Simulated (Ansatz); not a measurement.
# Field gradients at the nuclei in CsPb₂Br₅

The cell is a Materials Project structure (computed, not necessarily an observed phase).

```
Cs Pb Br
1.0
    -4.26861    4.26861    7.79295
     4.26861   -4.26861    7.79295
     4.26861    4.26861   -7.79295
Cs Pb Br
2 4 10
Direct
  0.75000 0.75000 0.00000
  0.25000 0.25000 0.00000
  0.66742 0.83258 0.50000
  0.33258 0.16742 0.50000
  0.83258 0.33258 0.16516
  0.16742 0.66742 0.83484
  0.50000 0.50000 0.00000
  0.00000 0.00000 0.00000
  0.71988 0.52739 0.50000
  0.28012 0.47261 0.50000
  0.02739 0.21988 0.50000
  0.97261 0.78012 0.50000
  0.52739 0.02739 0.80750
  0.47261 0.97261 0.19250
  0.21988 0.71988 0.19250
  0.78012 0.28012 0.80750
```

Atoms are numbered from 1 in the order listed; like atoms form one site, named after its first atom.

Computed with Ansatz: DFT, r2SCAN, plane waves and PAW, scalar-relativistic, 500 eV cutoff, Γ-centred 5×5×5 k-points, Fermi–Dirac smearing 0.02 eV.

Conventions: |V_zz| ≥ |V_yy| ≥ |V_xx|, η = (V_xx − V_yy)/V_zz, C_Q = eQV_zz/h. Directions are in the Cartesian axes of the cell vectors above, for the atom listed; none is given where the gradient is under 0.02 or η is above 0.95.

Question: What field gradients does the calculation give at each kind of site?

Answer: 

| site | first atom | first shell | V_zz (10²¹ V/m²) | η | direction of V_zz (x, y, z) |
| --- | --- | --- | --- | --- | --- |
| Cs | 1 | 10 Br at 3.76–3.90 Å | -0.082 | 0.00 | 0.00 0.00 1.00 |
| Pb | 3 | 8 Br at 2.92–3.38 Å | 16.41 | 0.69 | 0.71 0.71 0.00 |
| Br7 | 7 | 4 Pb at 3.18 Å | -17.11 | 0.00 | 0.00 0.00 1.00 |
| Br9 | 9 | 1 Pb at 2.92 Å | 9.68 | 0.46 | 0.57 -0.57 0.60 |

An axis of threefold or higher order runs through Cs and Br7, so V_zz lies along it and η is zero. At Br9 V_zz points along its bond to Pb (within 6°).

Spin–orbit coupling is left out, which shifts gradients on Pb by a few per cent, and by more where contributions nearly cancel.

Hardware: 1 thread of Arm Neoverse V1 (aarch64; 8 cores open to the job, memory cap 2.5 GiB, no GPU), a shared host with a load of 0.6 a core. Wall time 3.4 min, CPU time 3.5 min, peak memory 2.2 GiB.
